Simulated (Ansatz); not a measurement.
**Fe (P6_3/mmc): electronic heat capacity from the density of states**

Computed with DFT r2SCAN, scalar-relativistic, plane waves, PAW in Ansatz.

Plane waves to 500 eV, a k mesh through Γ of 18×18×10 on the computed 2-atom cell and Gaussian smearing (0.10 eV); collinear spin from starting moments 3.21 3.21 μB.

Relaxed cell: P6_3/mmc, a = 2.541 Å, b = 2.541 Å, c = 4.384 Å, α = 90.00°, β = 90.00°, γ = 120.00°, 2 atoms in the primitive cell. This form isn't the element's structure at ambient conditions.

The density of states at the Fermi level is 2.164 states/eV in the cell of 2 atoms (2 formula units; both spins, tetrahedra on a 27×27×15 mesh). The run ends with a moment of 5.64 μB a cell (largest on a site 2.92 μB), and the figure is for this state; a paramagnetic sample can have a quite different one. Another magnetic order, if the compound takes it, can change N(E_F) and the shape of the cell a good deal.

Question: What Sommerfeld coefficient does this give?

Answer: Per formula unit N(E_F) = 1.082 states/eV. γ = (π²/3) k_B² N(E_F) N_A = 2.357 mJ/(mol K²) per state/eV, so γ = 2.6 mJ/(mol K²), a mole of formula units. This is the bare band result: a measured γ of the same phase and magnetic order is as a rule larger by a factor 1 + λ from phonons and spin fluctuations. N(E_F) at one energy is sensitive to the mesh where the density of states has sharp peaks.

The state reached may not be the lowest one.

Only this magnetic start was tried.

Cost: 1 run of about 2.4 core-minutes, on Intel Xeon Processor @ 2.50GHz (Skylake/Cascade Lake) (shared hosts).